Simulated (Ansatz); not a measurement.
**Ionic part of the dielectric constant of PbF2 at 11 GPa, mode by mode**

Theory: DFT PBE+D3(BJ), scalar-relativistic, plane waves, PAW (Ansatz). Settings: 420 eV plane-wave cutoff, Γ-centred 8×8×8 mesh, fixed occupations. No spin polarisation. Phonons by linear response, acoustic sum rule imposed.

Symmetry: Fm-3m, No. 225, cubic system. The conventional cell has a = 5.732 Å, b = 5.732 Å, c = 5.732 Å, α = 90.00°, β = 90.00°, γ = 90.00°. Around Pb (site symmetry m-3m) lie 8 F at 2.48 Å. Around F (site symmetry -43m) lie 4 Pb at 2.48 Å.

Spin–orbit coupling is left out, which matters for heavy elements. Other phases may be more stable at this pressure.

The primitive cell has V = 47.08 Å³ and ε∞,zz = 3.444. Each polar mode adds Δε = (4.92064×10⁷/V)·S/ν² along z, with S its oscillator strength in e²/amu, ν in cm⁻¹ and V in Å³.

**Question.** From these modes, find each Δε and ε0,zz.
```csv
ν (cm⁻¹),S_zz (e²/amu)
170.9,0.3373
```

**Answer.**
```csv
ν (cm⁻¹),Δε
170.9,12.07
```

The sum is 12.065, so ε0,zz = 15.51; the run's tensor has 15.51.

**Question.** Where do the longitudinal modes lie for a wave vector along z?

**Answer.** At 363 cm⁻¹. The Lyddane–Sachs–Teller product Π(ν_LO/ν_TO)² = 4.50 matches ε0/ε∞ = 4.50.

Cost: 1 run of about 1.3 core-minutes, on Arm Neoverse N1 (shared hosts).